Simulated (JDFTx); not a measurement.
Mg(1 1 -2 1) slab cut from bulk Mg (space group P6_3/mmc, indices of the conventional cell, lattice of the Materials Project entry mp-153, not re-optimised): 12 atoms in 12 planes, a 1x1 cell of 29.56 Å² (|a| = 5.494, |b| = 6.041 Å), 8.2 Å between the outermost planes, cell height 24.3 Å, 4×4×1 k mesh, Fermi smearing 0.01 Ha, no spin polarisation.

Final geometry:
```
12
Lattice="5.494 0.000 0.000 2.747 5.380 0.000 0.000 0.000 24.300" Properties=species:S:1:pos:R:3 pbc="T T F"
Mg     1.833     2.022     8.058
Mg     6.434     4.992     8.676
Mg     4.578     2.512     9.498
Mg     0.916     0.056    10.256
Mg     1.831     2.980    11.013
Mg     3.663     0.523    11.771
Mg     4.578     3.447    12.529
Mg     0.916     0.991    13.287
Mg     7.325     3.915    14.044
Mg     3.663     1.458    14.802
Mg     4.554     4.358    15.624
Mg     6.408     1.948    16.242
```

Method: PBE, GBRV ultrasoft potentials, plane waves to 20/100 Ha, in JDFTx (a modified build). Liquid on both sides: CANDLE, acetonitrile, 1 M NaF; nuclei fixed, outer atoms relaxed in vacuum. Potentials are on the SHE scale by the convention U = −μ/e − 4.44 V; references calibrated for a solvation model differ from this value. The model has bare, unreconstructed faces and no explicit solvent. On the negative side CANDLE's cavity feels the periodic box, so those points shift with the cell height. In this non-aqueous liquid the SHE scale is nominal. Whether the real solid would dissolve in or react with the liquid is outside the model.

```tsv
U (V vs SHE)	μ (eV)	excess electrons per cell	σ (μC/cm², per face)	run
-1.70	-2.74	0.172	-4.7	fixed potential
-1.38	-3.06	0.000	0.0	neutral
-0.80	-3.64	?	?	fixed potential
```

Q: Fill in the missing entries, row by row.

A: 
- -0.80, excess electrons per cell: -0.617
- -0.80, σ (μC/cm², per face): 16.7
